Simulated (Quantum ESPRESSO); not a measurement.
# Strain and stress in Ga2MgSiN4

The results below are calculated, not measured. They come from pw.x of Quantum ESPRESSO 7.5, a plane-wave density functional program, with PseudoDojo standard norm-conserving files (v0.5 for PBE, v0.4.1 for LDA and PBEsol). The cells are made up: elements, strain and atom displacements were drawn at random, and nothing was relaxed. There is no spin polarisation, spin-orbit coupling or dispersion term.

The cell has 8 sites of a zincblende or diamond lattice. Sites 1 to 4 hold Ga Mg Ga Si; sites 5 to 8 hold N N N N. Cell vectors in Å: (4.597, 0.021, -0.005); (0.021, 4.556, -0.005); (-0.005, -0.005, 4.564). Settings: PBE, cutoff 1143 eV, 4 x 4 x 4 k mesh shifted by half a step, Fermi-Dirac smearing of 0.025 eV.

Each run adds the same strain along x and y to one cell, with the atoms carried along; the vectors above are those of run 4. Stress is positive in tension and P is minus a third of its trace. E is the free energy for each atom above the lowest run shown.

```
run,strain (%),s_xx (GPa),s_yy (GPa),s_zz (GPa),s_xy (GPa),P (GPa),E (meV/atom)
1,-2.30,-6.64,-4.90,-0.19,-0.31,3.91,6.18
3,-0.56,0.13,1.47,4.00,0.11,-1.86,0.00
4,0.17,2.67,3.85,5.52,0.26,-4.02,2.21
5,0.39,3.41,4.54,5.96,0.31,-4.64,3.41
6,1.82,7.85,8.70,8.52,0.56,-8.35,16.65
7,2.05,8.51,9.32,8.89,0.59,-8.91,19.63
2,-0.79,?,?,?,?,?,?
```

A rerun of one of these cells at 1437 eV and k mesh 6 x 6 x 6 moved values by no more than 0.004 eV in the cell's energy, 0.02 GPa in stress and 0.003 eV/Å in force.

## Worked fit

A parabola through the six runs shown gives s_xx = 2.10 + 3.44 e - 0.154 e² GPa, with e in per cent and a scatter of 0.01 GPa. The slope is a stiffness of 344 ± 2 GPa for each unit of this strain at e = 0, the sum of the responses of s_xx to strain along x and along y. The atoms are clamped, and relaxing them would in general lower it. The error is the larger of the fit's own and the change that a cubic makes, rounded up.

## Withheld run

Question: what s_xx should run 2 give?

The fit gives -0.71 GPa. The calculation gave -0.71 GPa.

```
run  strain (%)  s_xx (GPa)  s_yy (GPa)  s_zz (GPa)  s_xy (GPa)  P (GPa)  E (meV/atom)
  2       -0.79       -0.71        0.68        3.50        0.06    -1.16         -0.15
```